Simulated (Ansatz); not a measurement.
C:
Space group Im-3m (No. 229); a = 4.368 Å, b = 4.368 Å, c = 4.368 Å, α = 90.00°, β = 90.00°, γ = 90.00°

```csv
atom,site,symmetry,x,y,z
C,12d,-4m.2,0.0000,0.2500,0.5000
```
(The calculation used a cell of 6 atoms; values per cell refer to that cell.)

Relaxed with r²SCAN.

### Question
Which orbitals make up the states near the band edges in r²SCAN (plane waves, PAW; program Ansatz)?

### Answer
Top 1 eV of the valence band: C 2p 98 %. Bottom 1 eV of the conduction band: C 2p 48 %, C 2s 37 %, outside the projected shells 15 %. Projections are on Löwdin-orthogonalised atomic valence shells; empty p or d shells of many metals are not among them.

### Question
Tabulate the density of states.

### Answer
States/eV per cell of 6 atoms, in 0.25 eV bins, energy from the valence-band maximum.

```tsv
E (eV)	total	C 2p	C 2s
-7.85	1.26	1.08	0.18
-7.60	1.42	1.22	0.19
-7.35	1.75	1.56	0.19
-7.10	1.55	1.39	0.15
-6.85	1.25	1.12	0.12
-6.60	1.66	1.46	0.19
-6.35	1.88	1.65	0.22
-6.10	1.79	1.57	0.21
-5.85	2.08	1.85	0.23
-5.60	2.65	2.37	0.27
-5.35	2.57	2.30	0.26
-5.10	1.44	1.29	0.14
-4.85	1.24	1.13	0.11
-4.60	1.24	1.14	0.09
-4.35	1.33	1.24	0.08
-4.10	2.17	2.07	0.09
-3.85	3.02	2.87	0.13
-3.60	3.25	3.06	0.17
-3.35	2.30	2.19	0.10
-3.10	1.87	1.77	0.09
-2.85	1.42	1.34	0.07
-2.60	1.35	1.28	0.06
-2.35	1.31	1.25	0.05
-2.10	1.29	1.24	0.04
-1.85	1.27	1.23	0.04
-1.60	1.17	1.13	0.03
-1.35	0.93	0.90	0.02
-1.10	0.76	0.75	0.01
-0.85	0.64	0.63	0.01
-0.60	0.50	0.49	0.01
-0.35	0.35	0.35	0.00
-0.10	0.13	0.13	0.00
0.15	0.00	0.00	0.00
0.40	0.00	0.00	0.00
0.65	0.00	0.00	0.00
0.90	0.00	0.00	0.00
1.15	0.00	0.00	0.00
1.40	0.00	0.00	0.00
1.65	0.00	0.00	0.00
1.90	0.00	0.00	0.00
2.15	0.00	0.00	0.00
2.40	0.00	0.00	0.00
2.65	0.11	0.05	0.04
2.90	0.30	0.14	0.12
3.15	0.44	0.21	0.16
3.40	0.58	0.28	0.21
3.65	0.85	0.41	0.29
3.90	0.84	0.43	0.26
4.15	0.81	0.45	0.23
4.40	0.95	0.55	0.26
4.65	1.08	0.62	0.31
4.90	1.34	0.79	0.38
5.15	1.66	1.04	0.41
5.40	2.02	1.30	0.44
5.65	2.33	1.54	0.46
5.90	2.07	1.43	0.39
6.15	1.74	1.24	0.30
6.40	1.42	1.05	0.22
6.65	1.45	1.09	0.21
6.90	1.23	0.93	0.17
7.15	1.18	0.85	0.18
7.40	1.16	0.82	0.17
```

The start of the workflow was typed in or built on a structure type; neither database checked (COD, Materials Project) lists it. It is not the phase usual at ambient conditions (space group No. 194, 227). The cell was relaxed with r²SCAN under the symmetry of its start; whether a distortion lowers the energy is not shown.

Potentials: the earlier of the program's two PAW sets.
